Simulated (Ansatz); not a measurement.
Theory: Ansatz, DFT PBE, scalar-relativistic, plane waves, PAW. All cells share a 420 eV cutoff and Γ-centred k meshes spaced about 0.3 Å⁻¹ or finer (0.25 for metals, 2π included). No spin polarisation.

This relaxed Hf2ZrC3 cell comes from a structure search over trial cells.

Space group P-3m1 (No. 164). a = 3.302 Å, b = 3.302 Å, c = 8.092 Å, α = 90.00°, β = 90.00°, γ = 120.00°
```csv
atom,site,symmetry,x,y,z
Zr,1a,-3m.,0.0000,0.0000,0.0000
Hf,2d,3m.,0.6667,0.3333,0.6657
C,2d,3m.,0.3333,0.6667,0.8306
C,1b,-3m.,0.0000,0.0000,0.5000
```

Question: Is this structure dynamically stable?

Answer: As far as tested, yes. The phonons on a 3×3×1 q mesh of the computed 6-atom cell show no imaginary mode. (Phonon run: 12×12×4 k mesh, Gaussian smearing of 0.10 eV.) After random moves of the atoms it relaxes back. The optical modes at Γ run from 116 to 647 cm⁻¹. Zr is surrounded by 6 C at 2.35 Å, 6 Zr at 3.30 Å and 6 Hf at 3.31 Å; Hf has 6 C at 2.33 Å, 9 Hf at 3.29–3.30 Å and 3 Zr at 3.31 Å; C on a site of symmetry 3m has 3 Hf at 2.33 Å and 3 Zr at 2.35 Å; C on a site of symmetry -3m is surrounded by 6 Hf at 2.33 Å.

These runs have no spin–orbit coupling, which can matter for Hf. Phonons of metals hang on the k mesh and the smearing.
